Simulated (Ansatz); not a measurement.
GeS:
```
CELL_PARAMETERS angstrom
      8.23731     0.00000     0.00000
      0.00000     3.64039     0.00000
      0.00000     0.00000     5.85896
ATOMIC_POSITIONS crystal
  Ge 0.51983 0.25000 0.75822
  Ge 0.01983 0.25000 0.74178
  Ge 0.48017 0.75000 0.24178
  Ge 0.98017 0.75000 0.25822
  S  0.82694 0.25000 0.07875
  S  0.32694 0.25000 0.42125
  S  0.17306 0.75000 0.92125
  S  0.67306 0.75000 0.57875
```

Relaxed with PBE. 

Question: HSE06 on this cell (Ansatz, an electronic-structure program, PAW) gives a gap of 1.37 eV. What does PBE give?

Answer: 0.80 eV.

Cost on shared cores: the PBE run (SCF on a 4×8×5 mesh, then bands and DOS) about 3 core-minutes (a rough figure), the HSE06 run (SCF on 2×5×3, then a few points) around 6 core-minutes (rough); the tasks are unlike.

Space group Pnma. Symmetry was held in the PBE relaxation. The volume moved by 57 % from the start of the relaxation. Spin–orbit coupling is left out wherever it is not named.

Potentials: the later of the program's two PAW sets.

Ansatz is a plane-wave DFT program.
